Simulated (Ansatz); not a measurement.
CsHO:
```xyz
6
Lattice="2.1659 -5.7107 0.0000 2.1659 5.7107 0.0000 0.0000 0.0000 4.4994" Properties=species:S:1:pos:R:3 pbc="T T T"
Cs     2.1659    -4.1302     3.3012
Cs     2.1659     4.1302     1.0515
H      2.1659    -0.3984     2.7474
H      2.1659     0.3984     0.4977
O      2.1659    -1.0746     3.4438
O      2.1659     1.0746     1.1941
```

Relaxed with r²SCAN.

Problem. Give the Bader charges and basin volumes of the independent atoms, the program Ansatz at the r²SCAN level (PAW).

Solution. 

```
atom  Bader charge (e)  Bader volume (Å³)
----  ----------------  -----------------
Cs1              +0.84               34.4
H3               +0.52                2.3
O5               -1.36               18.9
```

Space group Cmc2_1. The workflow started from a Materials Project entry (that database holds measured and hypothetical structures alike); the Crystallography Open Database copy checked does not list it. Whether it is the stable phase at ambient conditions was not checked. Symmetry was held in the r²SCAN relaxation; whether a distortion lowers the energy is not shown. Scalar-relativistic: spin–orbit coupling is off unless named, which matters more the heavier the elements.

Potentials: the later of the program's two PAW sets.
